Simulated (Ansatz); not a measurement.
Trial structures of ScBSbP3: starts and ends

Theory: DFT PBE, scalar-relativistic, plane waves, PAW in Ansatz 0.2.0. All cells share a 420 eV cutoff and Γ-centred k meshes spaced at most about 0.3 Å⁻¹ (about 0.25 or finer for metals, 2π included). No spin polarisation in the final relaxations.

Each guess was relaxed in cell and atoms at zero pressure, within the symmetry of its start. All energies are static (0 K, no zero-point motion). Coordination counts B, P or Sb atoms around Sc (for each partner element, those within 1.25 times its shortest distance or 1.15 times the sum of covalent radii, where it is the nearest in units of that sum or under 1.3; the shortest distance is added where it exceeds 1.18 times the sum of covalent radii).

```tsv
guess	made from	start group	V start (Å³/atom)	end group	V end (Å³/atom)	coordination at the end	gap on mesh (eV)	E over the lowest end (meV/atom)
1	YSiBRh3 type	P-6m2	19.9	P-6m2	18.5	Sc 15 from 3.6 Å	0	495
2	random cell	Cmmm	22.6	Cmmm	23.4	Sc 6	0	610
3	random cell	Pmmm	22.5	?	?	?	?	?
4	random cell	P3m1	23.1	P3m1	21.7	Sc 6	0	0
5	random cell	P4/mmm	19.0	P4/mmm	22.1	Sc 6	0	757
```

Guess 3 as it starts:

Space group Pmmm (No. 47). a = 3.818 Å, b = 4.622 Å, c = 7.663 Å, α = 90.00°, β = 90.00°, γ = 90.00°
```json
{"atom": "Sc", "site": "1g", "symmetry": "mmm", "x": "0.0000", "y": "0.5000", "z": "0.5000"}
{"atom": "B", "site": "1a", "symmetry": "mmm", "x": "0.0000", "y": "0.0000", "z": "0.0000"}
{"atom": "Sb", "site": "1b", "symmetry": "mmm", "x": "0.5000", "y": "0.0000", "z": "0.0000"}
{"atom": "P", "site": "2o", "symmetry": "m2m", "x": "0.5000", "y": "0.6789", "z": "0.0000"}
{"atom": "P", "site": "1e", "symmetry": "mmm", "x": "0.0000", "y": "0.5000", "z": "0.0000"}
```

Q: Predict the end of this guess and its energy over the lowest end.

A: It ends in space group Pmmm (No. 47), with a = 4.047 Å, b = 4.848 Å, c = 8.484 Å, 27.7 Å³/atom and no gap. It lies 0.77 eV/atom over the lowest end, above guess 5 and so the highest of the set. Counting B, P or Sb atoms around Sc, this end has Sc 2 and the lowest (guess 4) has Sc 6. This end holds P–P chains (shortest 2.35 Å); in the lowest (guess 4) the shortest P–P distance is 2.55 Å, near bonding range too.

```
Sc B Sb P
1.0
     4.04686    0.00000    0.00000
     0.00000    4.84752    0.00000
     0.00000    0.00000    8.48422
Sc B Sb P
1 1 1 3
Direct
  0.00000 0.50000 0.50000
  0.00000 0.00000 0.00000
  0.50000 0.00000 0.00000
  0.50000 0.00000 0.35826
  0.50000 0.00000 0.64174
  0.00000 0.00000 0.50000
```

The zero of energy is the elements' standard structures at the same level; no fitted shifts are applied. The references include black phosphorus.

Q: Is the lowest end bound against the elements?

A: No: its formation energy is +0.04 eV/atom. A positive value: parting into the elements would lower its energy.

The k mesh leaves some 4 meV/atom of noise in the energy of each metallic cell. Spin–orbit coupling, which can matter for Sb, is left out. The zero gap of P3m1 may come from the functional, which often closes small gaps, or the cell may be a true semimetal. A magnetic state wasn't ruled out in cells without spin, among them Cmmm. The reference form of P is held partly by dispersion forces, which this level lacks. Cells relaxed within their symmetry can be saddle points. A lower structure may well exist outside this small set. Some structure types and database cells were kept out of the candidates from the start, so a known form may be missing.
